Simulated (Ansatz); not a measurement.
Relaxed-ion elastic tensor of Pd (simple cubic, space group No. 221) in GPa (Voigt order), plane-wave PAW r²SCAN (Ansatz code); density 10.17 g/cm³, 17.37 Å³ per atom.

```
  335   36.3   36.3    0.0    0.0    0.0
 36.3    335   36.3    0.0    0.0    0.0
 36.3   36.3    335    0.0    0.0    0.0
  0.0    0.0    0.0  -14.8    0.0    0.0
  0.0    0.0    0.0    0.0  -14.8    0.0
  0.0    0.0    0.0    0.0    0.0  -14.8
```

Problem. Is the crystal mechanically stable?

Solution. No: the smallest eigenvalue of C is -14.8 GPa.

Space group Pm-3m (simple cubic). The cell is a constructed one: a structure type filled with these elements; neither database checked (COD, Materials Project) lists it. It is not the phase usual at ambient conditions (space group No. 225). The r²SCAN relaxation kept the symmetry of its start. At this level the phase is mechanically unstable. The run is not spin-polarised. As this level gives no gap, shear constants depend on the k-mesh and smearing (Fermi–Dirac, 0.1 eV here).

Potentials: the earlier of the program's two PAW sets.
